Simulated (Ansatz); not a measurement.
The start is a generated trial cell of Si2Ni in the AFLOW prototype A2B_hP6_191_h_e (C_h, as in Cu2Te). The structure is fully relaxed (lattice and positions, P = 0) with r2SCAN (plane waves to 500 eV, PAW, scalar-relativistic; Ansatz, a first-principles code). The first steps use a 10×10×6 k-mesh.

Initial structure:
```yaml
crystal:
  lattice:
    - [3.63356, 0.00000, 0.00000]
    - [-1.81678, 3.14675, 0.00000]
    - [0.00000, 0.00000, 6.21487]
  atoms:
    - { symbol: Si, position: [0.33333, 0.66667, 0.16000] }
    - { symbol: Si, position: [0.66667, 0.33333, 0.16000] }
    - { symbol: Si, position: [0.66667, 0.33333, 0.84000] }
    - { symbol: Si, position: [0.33333, 0.66667, 0.84000] }
    - { symbol: Ni, position: [0.00000, 0.00000, 0.30600] }
    - { symbol: Ni, position: [0.00000, 0.00000, 0.69400] }
```
Spin-polarised start, with parallel moments on Ni.

Task: How large is the pressure on the unrelaxed cell, and of which sign?

Result: +69.3 GPa (positive: the cell is compressed).

Task: Which atoms feel the largest initial force, and how large is it?

Result: 7.35 eV/Å, on Si1, Si2, Si3, Si4 (atoms numbered as listed).

Task: How much energy is released per atom?

Result: 1.01 eV/atom.

Task: How does the volume per atom move from start to end?

Result: +22.0 %, from 11.84 to 14.45 Å³/atom.

Task: What magnetic moments remain?

Result: Zero (the starting moments vanished).

Task: Give the final cell and atomic positions.

Result: 
```cif
data_Ni2Si4
_chemical_formula_sum 'Si4 Ni2'
_space_group_name_H-M_alt 'P6/mmm'
_space_group_IT_number 191
_space_group_name_Hall '-P 6 2'
_cell_length_a 4.07984
_cell_length_b 4.07984
_cell_length_c 6.01620
_cell_angle_alpha 90.000
_cell_angle_beta 90.000
_cell_angle_gamma 120.000
loop_
_atom_site_label
_atom_site_type_symbol
_atom_site_symmetry_multiplicity
_atom_site_Wyckoff_symbol
_atom_site_fract_x
_atom_site_fract_y
_atom_site_fract_z
_atom_site_occupancy
Si1 Si 4 h 0.33333 0.66667 0.20141 1
Ni1 Ni 2 e 0.00000 0.00000 0.28024 1
```

The space group stays P6/mmm (No. 191) (the run could not lower it); the end is AFLOW prototype A2B_hP6_191_h_e (C_h, as in Cu2Te), with 6 atoms in the primitive cell. Final values are on a 13×13×8 k-mesh of the relaxed cell. No spin polarisation in the result: the starting moments vanished. A magnetic state may lie lower.

The run could not lose the symmetry of its start: the end is stationary, and may be a saddle point rather than a minimum.

The relaxed structure here is a generated cell of Si2Ni: the first start was made by placing the elements on the sites of a structure type, and the end was not matched to a known phase here, so it may be hypothetical. Known forms of Si2Ni include space group No. 225.
